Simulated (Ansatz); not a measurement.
A relaxed cell of Ti₂W₃ is given with its symmetry left out. The cell was found from a structure generator's guess, not taken from experiment.

Computed with DFT PBE, scalar-relativistic, plane waves, PAW (Ansatz). Cutoff 420 eV, Γ-centred mesh, Gaussian smearing, no spin polarisation.

```
Ti W
1.0
    -1.59196    1.59196    7.94162
     1.59196   -1.59196    7.94162
     1.59196    1.59196   -7.94162
Ti W
2 3
Direct
  0.90105 0.90105 0.00000
  0.09895 0.09895 0.00000
  0.70343 0.70343 0.00000
  0.29657 0.29657 0.00000
  0.50000 0.50000 0.00000
```

The zero of energy is the elements' standard structures at the same level; no fitted shifts are applied.

Question: Find its symmetry and describe it.

Answer: I4/mmm (No. 139), with Ti and W ordered on bcc sites. Conventional cell: a = 3.184 Å, c = 15.883 Å. Around Ti lie 8 W at 2.75–2.80 Å, 1 W at 3.14 Å and 5 Ti at 3.14–3.18 Å; around W on a site of symmetry 4mm lie 4 W at 2.69 Å, 4 Ti at 2.80 Å, 1 Ti at 3.14 Å and 5 W at 3.18–3.23 Å; W on a site of symmetry 4/mmm has 8 Ti at 2.75 Å and 6 W at 3.18–3.23 Å.

Question: How far does it lie from the elements in energy?

Answer: +0.02 eV/atom. The formation energy is too near zero to say whether this cell lies below the elements.

Question: Is it a metal?

Answer: Yes, bands cross the Fermi level on the 16×16×16 mesh.

The last run used a 16×16×16 mesh for its 5-atom cell and Gaussian smearing of 0.10 eV. The k mesh leaves some 4 meV/atom of noise in the energy of each metallic cell. Spin–orbit coupling, which can matter for W, is left out. Symmetry constrained the relaxation, so the result can be a saddle point.
